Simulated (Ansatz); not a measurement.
BN:
```cif
data_B6N6
_chemical_formula_sum 'B6 N6'
_space_group_name_H-M_alt 'P63mc'
_space_group_IT_number 186
_space_group_name_Hall 'P 6c -2c'
_cell_length_a 2.50560
_cell_length_b 2.50560
_cell_length_c 19.80020
_cell_angle_alpha 90.000
_cell_angle_beta 90.000
_cell_angle_gamma 120.000
loop_
_atom_site_label
_atom_site_type_symbol
_atom_site_symmetry_multiplicity
_atom_site_Wyckoff_symbol
_atom_site_fract_x
_atom_site_fract_y
_atom_site_fract_z
_atom_site_occupancy
B1 B 2 a 0.00000 0.00000 0.08351 1
N1 N 2 b 0.33333 0.66667 0.08362 1
B2 B 2 b 0.33333 0.66667 0.25006 1
N2 N 2 b 0.66667 0.33333 0.25017 1
B3 B 2 b 0.66667 0.33333 0.41628 1
N3 N 2 a 0.00000 0.00000 0.41636 1
```

Relaxed at zero pressure with PBE+D3(BJ) (plane waves, PAW; program Ansatz).

The volume is raised by 6 % and shape and atoms relax at that volume. What pressure results, and how do the axes share the change?

-1.2 GPa; a 0.1 %, b 0.1 %, c 5.7 %; the energy rises by 2 meV/atom.

Give the new structure.


Space group P6₃mc (No. 186); a = b = 2.5088 Å, c = 20.9345 Å, α = β = 90.00°, γ = 120.00°

```tsv
atom	site	symmetry	x	y	z
B	2a	3m.	0.0000	0.0000	0.0836
N	2b	3m.	0.3333	0.6667	0.0836
B	2b	3m.	0.3333	0.6667	0.2501
N	2b	3m.	0.6667	0.3333	0.2501
B	2b	3m.	0.6667	0.3333	0.4163
N	2a	3m.	0.0000	0.0000	0.4163
```

The phase is kept; no other phase was compared at this pressure.

Space group P6_3mc. The start of the workflow was typed in or built on a structure type. Its sites differ from those of the usual phase in this space group: another stacking or structure type. The PBE+D3(BJ) relaxation kept the symmetry of its start; its stability against distortions is not shown here.

Potentials: the earlier of the program's two PAW sets.
